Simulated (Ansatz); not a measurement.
BeSe (zinc blende, space group No. 216), the program Ansatz at the PBEsol level (PAW). The conduction-band minimum lies at X, with 3 equivalent valleys. Second derivatives d²E/dk² of the lowest band at one valley (eV·Å²), along Cartesian directions:

```
direction  d²E/dk²
---------  -------
[100]        9.073
[010]        29.20
[001]        29.20
[110]        19.14
[101]        19.14
[011]        29.17
```

### Question
Find the principal effective masses, the density-of-states mass and the conductivity mass.

### Answer
Off-diagonal terms follow from H_xy = H[110] − (H_xx + H_yy)/2, and m*/mₑ = 7.620 eV·Å² over each eigenvalue: 0.26, 0.26, 0.84. One valley's DOS mass (m₁m₂m₃)^(1/3) = 0.39, conductivity mass 3/(Σ 1/mᵢ) = 0.34 mₑ.

### Question
What effective density of states Nc follows at 300 K for parabolic valleys?

### Answer
Nc = 2.509e19 × 3 × (0.39)^(3/2) ≈ 1.8e19 cm⁻³.

Space group F-43m (zinc blende). The cell was relaxed with PBEsol under the symmetry of its start. Scalar-relativistic: spin–orbit coupling is off unless named, which matters more the heavier the elements.

Potentials: the later of the program's two PAW sets.

Edges and masses are those of Kohn–Sham bands, whose gap is no quasiparticle gap.
